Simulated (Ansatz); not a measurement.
SrCd (Pm-3m) as a metal

```yaml
crystal:
  lattice:
    - [3.98043, 0.00000, 0.00000]
    - [0.00000, 3.98043, 0.00000]
    - [0.00000, 0.00000, 3.98043]
  atoms:
    - { symbol: Sr, position: [0.50000, 0.50000, 0.50000] }
    - { symbol: Cd, position: [0.00000, 0.00000, 0.00000] }
```

The conventional cell has a = 3.980 Å, b = 3.980 Å, c = 3.980 Å, α = 90.00°, β = 90.00°, γ = 90.00°. Sr (atom 1) has 8 Cd at 3.45 Å as nearest neighbours. Cd (atom 2) is surrounded by 8 Sr at 3.45 Å.

Level of theory, where no other is named: PBEsol, all-electron LAPW in Ansatz 0.2.0, scalar-relativistic. k mesh 10×10×10, fine mesh 16×16×16, Fermi-Dirac smearing of 0.080 eV, basis error target 1 meV/atom. The cell was relaxed by PAW under this functional.

Levels and slopes are solved on a 16×16×16 mesh, and each state is taken as quadratic over its cell.

Question: What is the density of states at the Fermi level, and which bare Sommerfeld coefficient follows?

Answer: N(E_F) = 0.729 states/eV/atom (both spins), so γ = (π²/3) k_B² N(E_F) = 1.72 mJ/(mol-atom K²) without electron-phonon or spin-fluctuation enhancement.

Question: What Drude plasma energy and σ/τ do the band velocities give?

Answer: (ħω_p,α)² = (e²/ε₀VN_k) Σ_nkσ (∂E/∂k_α)² δ(E − E_F) gives ħω_p = (4.77, 4.77, 4.77) eV along x, y, z, and σ/τ = ε₀ω_p² = 4.65×10²⁰ Ω⁻¹m⁻¹s⁻¹ along x. Weighted by the density of states, the mean Fermi speed is 0.531×10⁶ m/s; the surface has an area of 10 Å⁻² for each spin direction.

Question: Which bands cross the Fermi level, and what do they carry?

Answer: 

```
band  filled part  N (states/eV/cell)  speed (10⁶ m/s)  5th to 95th percentile  area (Å⁻²)        filling
   1         0.83                0.46             0.87            0.46 to 1.20        5.18  partly filled
   2         0.17               0.986            0.366            0.12 to 0.55        4.67  partly filled
   3         0.00              0.0122              1.1            1.02 to 1.20       0.173   nearly empty
```

Question: Map the plane k₃ = 1/2 of the mesh: how many bands lie under the Fermi level at each point, counted from the least on the plane?

Answer: k₁ runs to the right and k₂ upwards, each from −½ to ½ with 0 in the middle (the axes needn't be at right angles):
```
2111111000111111
1111100000001111
1111000000000111
1110000000000011
1100000000000001
1100000000000001
1000000000000000
1000000000000000
1000000000000000
1100000000000001
1100000000000001
1110000000000011
1111000000000111
1111100000001111
2111111000111111
2211111111111112
```

Question: On PAW files the program sums the optical response inside the mesh cells, interband lines and its own Drude term. Where does ε₁ rise through zero (a sharp plasmon if ε₂ is small there), and how much light is reflected?

Answer: 

| Quantity | Value |
| --- | --- |
| Fine mesh | 16, 16, 16 |
| Window top | 20 eV |
| Line width | 0.1 eV |
| Drude damping | 0.2 eV |
| ε₁ rises through zero at x | 8.12 eV |
| ε₂ there x | 0.54 |
| Plasma energy (x, y, z) | 4.902, 4.902, 4.902 eV |
| Reflectivity at 1 eV, x-polarised | 0.838 |
| Reflectivity at 2 eV, x-polarised | 0.603 |
| Reflectivity at 3 eV, x-polarised | 0.4869 |

The plasma energy here is the program's own sum at the run's smearing; it differs from the value above by up to 3 %, through mesh and smearing.

Question: What does PAW give for the same cell?

Answer: N(E_F) = 0.729 states/eV/atom and ħω_p,x = 4.77 eV.

Limits of these numbers: filled d bands lie too high at this level, so their transitions start too early; these sums move with the mesh, by several per cent and more for small sheets; frozen-core PAW files fitted under PBE, their cores solved anew for the functional of the run.
